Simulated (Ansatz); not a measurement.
C:
```cif
data_C6
_chemical_formula_sum 'C6'
_space_group_name_H-M_alt 'P 1'
_space_group_IT_number 1
_cell_length_a 4.43593
_cell_length_b 4.43593
_cell_length_c 2.52203
_cell_angle_alpha 90.000
_cell_angle_beta 90.000
_cell_angle_gamma 120.000
loop_
_space_group_symop_operation_xyz
  'x, y, z'
loop_
_atom_site_label
_atom_site_type_symbol
_atom_site_fract_x
_atom_site_fract_y
_atom_site_fract_z
_atom_site_occupancy
C1 C 0.44789 0.89578 0.25000 1
C2 C 0.10422 0.55211 0.25000 1
C3 C 0.44789 0.55211 0.25000 1
C4 C 0.55211 0.10422 0.75000 1
C5 C 0.89578 0.44789 0.75000 1
C6 C 0.55211 0.44789 0.75000 1
```

Relaxed with r²SCAN. 

Q: HSE06 on this cell (Ansatz, a program for electronic structure, PAW) gives a gap of 3.33 eV. What does r²SCAN give?

A: 2.44 eV.

Cost on shared cores: the r²SCAN run (SCF on a 7×7×11 mesh, then bands and DOS) about 18 core-seconds (a rough figure), the HSE06 run (SCF on 4×4×6, then a few points) roughly 50 core-seconds; the tasks are unlike.

Space group P6_3/mmc. The start of the workflow was typed in or built on a structure type. Its sites differ from those of the usual phase in this space group: another stacking or structure type. Symmetry was held in the r²SCAN relaxation; its stability against distortions is not shown here.

Potentials: the later of the program's two PAW sets.

Ansatz is a plane-wave DFT program.
